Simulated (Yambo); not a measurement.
Yambo input for Be$_{2}$C (space group Fm-3m, No. 225) under isotropic strain of +2 % on all lattice vectors (a = 3.1130 Å, b = 3.1130 Å, c = 3.1130 Å, α = 60.00°, β = 60.00°, γ = 60.00°), on norm-conserving PBEsol (Quantum ESPRESSO, 88 Ry, scalar-relativistic) wavefunctions on a 16×16×16 mesh:

```
optics
chi
dipoles
kernel
FFTGvecs= 40 Ry
Chimod= "HARTREE"
NGsBlkXd= 4 Ry
% QpntsRXd
 1 | 1 |
%
% BndsRnXd
 3 | 16 |
%
GrFnTpXd= "R"
% EnRngeXd
 0.0 | 20.0 | eV
%
% DmRngeXd
 0.2 | 0.2 | eV
%
CGrdSpXd= 50
ETStpsXd= 161
% LongDrXd
 1.0 | 0.0 | 0.0 |
%
% XfnQP_E
 1.225 | 1.0 | 1.0 |
%
```

First lines of the file o-*.eps_q1_inv_rpa_dyson:

```
Absorption @ Q(1):   1.00000000     0.00000000     0.00000000    [q->0 direction]
#
# [ X ] Hartree size     :  27
# [GEN] GF Energies     : Perdew, Burke & Ernzerhof SOL(X)+Perdew, Burke & Ernzerhof SOL(C)+ user defined corrections @E
# [GEN] Green`s Function     : Retarded
#
# [GEN] Gauge     : Length
# [GEN] [r,Vnl] included     : yes
#
#    E[1] [eV]     Im(eps)     Re(eps)     Im(eps_o)     Re(eps_o)
#
     0.000000     0.437265E-6     6.063789     0.27944E-17     6.494313
     0.125000     0.003350     6.064833     0.003817     6.495502
     0.250000     0.006708     6.067967     0.007645     6.499073
     0.375000     0.010087     6.073201     0.011496     6.505038
     0.500000     0.013496     6.080550     0.015383     6.513414
     0.625000     0.016945     6.090035     0.019317     6.524226
     0.750000     0.020444     6.101686     0.023311     6.537508
     0.875000     0.024006     6.115537     0.027378     6.553301
     1.000000     0.027642     6.131630     0.031532     6.571655
     1.125000     0.031364     6.150015     0.035787     6.592628
     1.250000     0.035186     6.170749     0.040159     6.616288
     1.375000     0.039121     6.193898     0.044666     6.642712
     1.500000     0.043185     6.219538     0.049324     6.671990
     1.625000     0.047394     6.247753     0.054154     6.704220
     1.750000     0.051767     6.278639     0.059177     6.739515
     1.875000     0.056324     6.312304     0.064417     6.778004
     2.000000     0.061087     6.348867     0.069900     6.819827
     2.125000     0.066081     6.388463     0.075656     6.865144
     2.250000     0.071332     6.431244     0.081718     6.914134
     2.375000     0.076873     6.477378     0.088122     6.966996
     2.500000     0.082739     6.527055     0.094911     7.023954
     2.625000     0.088970     6.580486     0.102133     7.085261
     2.750000     0.095612     6.637911     0.109844     7.151198
     2.875000     0.102721     6.699599     0.118108     7.222087
     3.000000     0.110358     6.765854     0.127000     7.298289
     3.125000     0.118598     6.837023     0.136611     7.380217
     3.250000     0.127530     6.913502     0.147045     7.468340
     3.375000     0.137261     6.995744     0.158430     7.563198
     3.500000     0.147920     7.084272     0.170923     7.665417
     3.625000     0.159669     7.179696     0.184716     7.775722
     3.750000     0.172709     7.282733     0.200050     7.894969
     3.875000     0.187300     7.394229     0.217236     8.024168
     4.000000     0.203781     7.515202     0.236679     8.164537
```
(The file goes on to the top of the energy range.) Convergence of the RPA response with its 16×16×16 mesh was not tested. The scissor comes from a G0W0 run whose convergence isn't established.

Geometry strained from the cell relaxed with PBEsol, atoms relaxed again.
